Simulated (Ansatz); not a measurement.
Here is the system:

ZrSi2:
```
CELL_PARAMETERS angstrom
      1.83712    -7.28535     0.00000
      1.83712     7.28535     0.00000
      0.00000     0.00000     3.65616
ATOMIC_POSITIONS crystal
  Si 0.94598 0.05402 0.75000
  Si 0.05402 0.94598 0.25000
  Si 0.24986 0.75014 0.75000
  Si 0.75014 0.24986 0.25000
  Zr 0.60477 0.39523 0.75000
  Zr 0.39523 0.60477 0.25000
```

This is the PBEsol-relaxed structure.

Question: All from the program Ansatz at the PBEsol level (PAW), unless another level is named. Estimate the electronic character.

Answer: metallic (no gap).

Question: And the density of states at the Fermi level?

Answer: 0.20 states/eV per atom (mean over ±0.08 eV).

Question: What about the formation energy from the elements (no fitted shifts)?

Answer: -73 kJ/mol-atom.

Question: Next, the gap with spin–orbit coupling?

Answer: none (metallic).

Space group Cmcm. Symmetry was held in the PBEsol relaxation. The run is not spin-polarised. The references are the lowest solids computed at this level, not always the standard phases. Scalar-relativistic: spin–orbit coupling is off unless named, which matters more the heavier the elements.

Potentials: the later of the program's two PAW sets.
